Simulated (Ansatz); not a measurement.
AlNi:
```yaml
crystal:
  lattice:
    - [1.33899, -4.69405, 0.00000]
    - [1.33899, 4.69405, 0.00000]
    - [0.00000, 0.00000, 4.00864]
  atoms:
    - { symbol: Al, position: [0.65456, 0.34544, 0.25000] }
    - { symbol: Ni, position: [0.92054, 0.07946, 0.25000] }
    - { symbol: Al, position: [0.34544, 0.65456, 0.75000] }
    - { symbol: Ni, position: [0.07946, 0.92054, 0.75000] }
```

Relaxed with PBE. Special points in fractions of this cell's reciprocal vectors: Γ (0.000, 0.000, 0.000); Y (-0.500, 0.500, 0.000); C0 (-0.270, 0.730, 0.000); Σ0 (0.270, 0.270, 0.000); Z (0.000, 0.000, 0.500); A0 (0.270, 0.270, 0.500); E0 (-0.270, 0.730, 0.500); T (-0.500, 0.500, 0.500); S (0.000, 0.500, 0.000); R (0.000, 0.500, 0.500).

List the band energies nearest the Fermi level at these points for PBE (plane waves, PAW; program Ansatz).

In eV from the Fermi level; about four levels below and three above (degenerate sets whole), none deeper than 8.9 eV; points with the same levels are listed once.

| k | below | above |
|---|---|---|
| Γ | -1.24 -1.06 -1.00 -0.81 | 2.01 5.00 5.89 |
| Y | -1.63 -1.43 -1.17 -1.04 | 0.09 1.61 1.84 |
| C0 | -1.80 -1.48 -1.34 -0.38 | 0.03 3.16 3.22 |
| Z | -1.26 -1.26 -1.01 -1.01 | 1.99 1.99 10.06 10.06 |
| A0 | -0.79 -0.79 -0.18 -0.18 | 0.69 0.69 5.48 5.48 |
| T | -1.09 -1.09 -1.06 -1.06 | 6.80 6.80 8.14 8.14 |
| S | -1.52 -1.50 -1.13 -0.22 | 0.24 0.95 3.36 |
| R | -1.40 -1.40 -0.61 -0.61 | 0.12 0.12 0.55 0.55 |

Space group Cmcm. The start of the workflow was typed in or built on a structure type; neither database checked (COD, Materials Project) lists it. It is not the phase usual at ambient conditions (space group No. 221). The PBE relaxation kept the symmetry of its start; its stability against distortions is not shown here. The workflow began spin-polarised and lost its moments.

Potentials: the later of the program's two PAW sets.
